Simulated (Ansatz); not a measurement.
Task: Each is relaxed and computed with DFT-r²SCAN in the program Ansatz with PAW potentials. Which is the only one with a gap?
A) NbH, Cmme (Nb on 4g, H on 4a)
B) NbP, CsCl type
C) NbAs, P-6m2 (Nb on 1a, As on 1f)
D) LiNbO3, R3c (Li on 6a, Nb on 6a, O on 18b)

Result: D, LiNbO3, R3c (Li on 6a, Nb on 6a, O on 18b). LiNbO3: gap 4.00 eV (indirect); NbH: metal; NbAs: metal; NbP: metal. Constructed cells (a structure type filled with these elements, in neither database checked): NbAs, P-6m2 (Nb on 1a, As on 1f); NbP, CsCl type. Standing as an ambient phase not checked: NbH, Cmme (Nb on 4g, H on 4a). All cells were relaxed under the symmetry of their starts (and spin orders); stability against distortions was not tested throughout. Rows with no word on spin ran without spin polarisation. Scalar-relativistic: spin–orbit coupling is off unless named, which matters more the heavier the elements.

Potentials: the later of the program's two PAW sets.
